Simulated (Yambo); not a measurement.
A G0W0@LDA run in Yambo for CdS (wurtzite, space group P6_3mc, No. 186) (3×3×2 Γ-centred k mesh, bands 9 to 195 and a 8 Ry block in the screening, 195 bands in G with the Bruneval-Gonze terminator, plasmon pole fitted at 27.2 eV) gives these matrix elements, in eV, at the band edges (Γ → Γ):

| state | E0 | <Vxc> | <Σx> | <Σc(E0)> | Z |
|---|---|---|---|---|---|
| valence edge | 0.000 | -15.515 | -18.641 | 2.112 | 0.784 |
| conduction edge | 1.026 | -11.189 | -6.774 | -3.810 | 0.812 |

Solve the linearised quasiparticle equation for both states, give the gap, and say how exchange and correlation each act on it.

E = E0 + Z(Σx + Σc − Vxc). Valence: 0.000 + 0.784 × (-18.641 + (2.112) − (-15.515)) = -0.79 eV. Conduction: 1.026 + 0.812 × (-6.774 + (-3.810) − (-11.189)) = 1.52 eV. The gap is 2.31 eV, against 1.03 eV in LDA. Replacing Vxc by bare exchange alone would open it by 7.54 eV; correlation takes back 5.92 eV of that, and Z scales what is left. Nearest settings tried, and what they do to the gap: 127 bands in G: +1 meV; 127 bands in W, 127 bands in G: +11 meV; 7 Ry block (209 vectors against 263): -13 meV; 3×3×1 mesh: -138 meV. So the settings aren't converged at that level. The k mesh is coarse. Spin-orbit splittings are left out.

Geometry relaxed with LDA; primitive cell a = 4.0767 Å, b = 4.0767 Å, c = 6.6333 Å, α = 90.00°, β = 90.00°, γ = 120.00°.
